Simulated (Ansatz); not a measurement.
Cs₂KInCl₆:
```yaml
crystal:
  lattice:
    - [0.00000, 5.44488, 5.44488]
    - [5.44488, 0.00000, 5.44488]
    - [5.44488, 5.44488, 0.00000]
  atoms:
    - { symbol: K, position: [0.50000, 0.50000, 0.50000] }
    - { symbol: Cs, position: [0.75000, 0.75000, 0.75000] }
    - { symbol: Cs, position: [0.25000, 0.25000, 0.25000] }
    - { symbol: In, position: [0.00000, 0.00000, 0.00000] }
    - { symbol: Cl, position: [0.76950, 0.23050, 0.23050] }
    - { symbol: Cl, position: [0.23050, 0.76950, 0.76950] }
    - { symbol: Cl, position: [0.23050, 0.76950, 0.23050] }
    - { symbol: Cl, position: [0.76950, 0.23050, 0.76950] }
    - { symbol: Cl, position: [0.23050, 0.23050, 0.76950] }
    - { symbol: Cl, position: [0.76950, 0.76950, 0.23050] }
```

Relaxed with PBEsol. Special points in fractions of this cell's reciprocal vectors: Γ (0.000, 0.000, 0.000); X (0.500, 0.000, 0.500); U (0.625, 0.250, 0.625); K (0.375, 0.375, 0.750); L (0.500, 0.500, 0.500); W (0.500, 0.250, 0.750).

### Question
List the band energies nearest the valence-band maximum at these points for DFT-PBEsol with spin–orbit coupling in the program Ansatz with PAW potentials.

### Answer
In eV from the valence-band maximum; about four levels below and three above (degenerate sets whole), none deeper than 8.9 eV; points with the same levels are listed once.

| k | below | above |
|---|---|---|
| Γ | 0.00 0.00 0.00 0.00 | 3.61 3.61 5.61 5.61 |
| X | -0.43 -0.43 -0.03 -0.03 | 4.20 4.20 6.82 6.82 |
| U | -0.33 -0.33 -0.11 -0.11 | 4.31 4.31 7.01 7.01 |
| L | -0.17 -0.17 -0.14 -0.14 | 4.42 4.42 6.32 6.32 |
| W | -0.21 -0.21 -0.19 -0.19 | 4.33 4.33 7.18 7.18 |

Space group Fm-3m. The first step of the workflow began from a Materials Project structure, measured or hypothetical; the Crystallography Open Database copy checked does not list it. Its standing as an ambient phase is unchecked. Symmetry was held in the PBEsol relaxation; whether a distortion lowers the energy is not shown.

Potentials: the later of the program's two PAW sets.
